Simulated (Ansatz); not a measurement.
ZrAg in space group Cmcm (No. 63; Zr on 4c, Ag on 4c), plane-wave PAW PBE (Ansatz code), all energies at zero smearing, with the estimated change up to a 700 eV cutoff added, with one set of potentials and settings (totals compare only within such a set). Cell of 4 atoms (2 Zr, 2 Ag): -23548.840 eV.

```csv
element,reference phase,E (eV/atom)
Zr,"P6_3/mmc, 2 atoms in the cell",-4183.8362
Ag,"R-3m, 3 atoms in the cell",-7590.5531
```

Formation energy per atom, worked out: (-23548.840 − 2×(-4183.8362) − 2×(-7590.5531))/4 = -0.015 eV/atom (-1 kJ per mol of atoms), at 0 K, without zero-point energy or fitted corrections.

The start of the workflow was typed in or built on a structure type; neither database checked (COD, Materials Project) lists it. COD files the formula under space group No. 129. Whether it is the stable phase at ambient conditions was not checked. The PBE relaxation kept the symmetry of its start; whether a distortion lowers the energy is not shown. No spin polarisation was allowed. The references are the lowest solids computed at this level, not always the standard phases.

Potentials: the later of the program's two PAW sets.
